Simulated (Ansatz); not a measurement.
Space group P4_2/mnm (No. 136). a = 4.392 Å, b = 4.392 Å, c = 2.888 Å, α = 90.00°, β = 90.00°, γ = 90.00°
```json
{"atom": "Cr", "site": "2a", "symmetry": "m.mm", "x": "0.0000", "y": "0.0000", "z": "0.0000"}
{"atom": "O", "site": "4f", "symmetry": "m.2m", "x": "0.3033", "y": "0.3033", "z": "0.0000"}
```

Equation of state of this CrO2 structure (not necessarily the ground state), with shape and atoms relaxed at each volume where symmetry leaves them free. It has no gap at any of these volumes. Level of theory: Ansatz 0.2.0, DFT PBEsol, scalar-relativistic, plane waves, PAW.

Cutoff 420 eV; k points 8×8×12 on the computed 6-atom cell (Γ-centred); Gaussian smearing, width 0.10 eV; collinear spin.

```
V (Å³/atom) E − E(largest V) (meV/atom) P (GPa)
      8.171                        75.38    44.20
      8.450                        11.05    30.20
      8.728                       -30.88    18.37
      9.007                       -53.90     8.39
      9.285                       -60.99    -0.01
      9.564                       -54.69    -7.04
      9.842                       -37.22   -12.86
     10.214                         0.00   -18.96
```

Q: Fit a third-order Birch–Murnaghan equation to E(V).

A: V0 = 9.29 Å³/atom, B0 = 254 GPa, B0' = 4.9.

Moments started parallel, and an antiferromagnetic order may lie lower.